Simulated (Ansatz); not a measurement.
ScPt (CsCl type, Pm-3m) under volume change, DFT-LDA in the program Ansatz with PAW potentials, scaled uniformly.

```csv
V (Å³/atom),E − E(relaxed) (meV/atom),P (GPa)
15.314,80.5,18.52
15.819,33.8,11.32
16.324,___,___
16.828,0.0,0.00
17.333,7.2,-4.46
17.838,27.4,-8.26
18.343,___,___
```

Question: Fill in the missing entries.

Answer: 
- 18.343, E − E(relaxed) (meV/atom): 58.7
- 18.343, P (GPa): -11.52
- 16.324, E − E(relaxed) (meV/atom): 8.0
- 16.324, P (GPa): 5.21

Question: What does a third-order Birch–Murnaghan fit give for V₀, B₀ and B′?

Answer: V₀ = 16.83 Å³/atom, B₀ = 161 GPa, B′ = 4.3.

The first step of the workflow began from a Materials Project structure, measured or hypothetical; the Crystallography Open Database files this formula in space group No. 221, but the cells were not matched. Whether it is the stable phase at ambient conditions was not checked. The cell was relaxed with LDA under the symmetry of its start; of distortions, only those at the zone centre were tested. No spin polarisation was allowed. Scalar-relativistic: spin–orbit coupling is off unless named, which matters more the heavier the elements.

Potentials: the later of the program's two PAW sets.
